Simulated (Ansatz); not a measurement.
Relaxed bulk Re:

```cif
data_structure
_symmetry_space_group_name_H-M 'P6_3/mmc'
_symmetry_Int_Tables_number 194
_cell_length_a 2.7503
_cell_length_b 2.7503
_cell_length_c 4.4433
_cell_angle_alpha 90.000
_cell_angle_beta 90.000
_cell_angle_gamma 120.000
_cell_volume 29.11
loop_
_atom_site_label
_atom_site_type_symbol
_atom_site_symmetry_multiplicity
_atom_site_Wyckoff_symbol
_atom_site_fract_x
_atom_site_fract_y
_atom_site_fract_z
_atom_site_occupancy
Re1 Re 2 c 0.33333 0.66667 0.25000 1
```

Miller indices refer to the conventional cell of P6_3/mmc (No. 194), a = 2.750 Å, b = 2.750 Å, c = 4.443 Å, α = 90.00°, β = 90.00°, γ = 120.00°.

Consider the (001) slab of 6 planes, 11.1 Å thick with 15 Å of vacuum as cut; outer planes Re (top) and Re (bottom), all atoms relaxed.

Level of theory: Ansatz, DFT PBEsol, scalar-relativistic, plane waves, PAW. Cutoff 420 eV; k points 15×15×1 on the computed 6-atom cell (Γ-centred); Gaussian smearing, width 0.10 eV; no spin polarisation. A dipole correction removes the field between periodic images along c.

Question: Estimate the surface energy (mean of both faces).

Answer: 2.97 J/m².

Question: Predict the work function.

Answer: 5.02 eV.

Question: The top two planes lie 2.222 Å apart in the bulk. How does relaxation change this?

Answer: The spacing becomes 2.084 Å (-6.2 %).

Spin-orbit coupling is left out, which matters for the bands of heavy elements.